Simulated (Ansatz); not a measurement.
Given:

Re3B:
Space group Cmcm (No. 63); a = 2.883 Å, b = 9.325 Å, c = 7.267 Å, α = β = γ = 90.00°

```json
[
 {"atom": "Re", "site": "8f", "symmetry": "m..", "x": "0.0000", "y": "0.1332", "z": "0.5648"},
 {"atom": "Re", "site": "4c", "symmetry": "m2m", "x": "0.0000", "y": "0.5753", "z": "0.2500"},
 {"atom": "B", "site": "4c", "symmetry": "m2m", "x": "0.0000", "y": "0.2542", "z": "0.2500"}
]
```
(The calculation used a cell of 8 atoms; values per cell refer to that cell.)

This is the PBEsol-relaxed structure.

All from DFT-PBEsol in the program Ansatz with PAW potentials, unless another level is named. Predict the electronic character.

metallic (no gap).

Predict the density of states at the Fermi level.

0.58 states/eV per atom (mean over ±0.08 eV).

Give the formation energy from the elements (no fitted shifts).

-0.23 eV/atom.

And the gap with spin–orbit coupling?

none (metallic).

The workflow started from a Materials Project entry (that database holds measured and hypothetical structures alike); the Crystallography Open Database files this formula in space group No. 63, but the cells were not matched. Its standing as an ambient phase is unchecked. Symmetry was held in the PBEsol relaxation; its stability against distortions is not shown here. The run is not spin-polarised. The references are the lowest solids computed at this level, not always the standard phases. Spin–orbit coupling is left out wherever it is not named.

Potentials: the later of the program's two PAW sets.
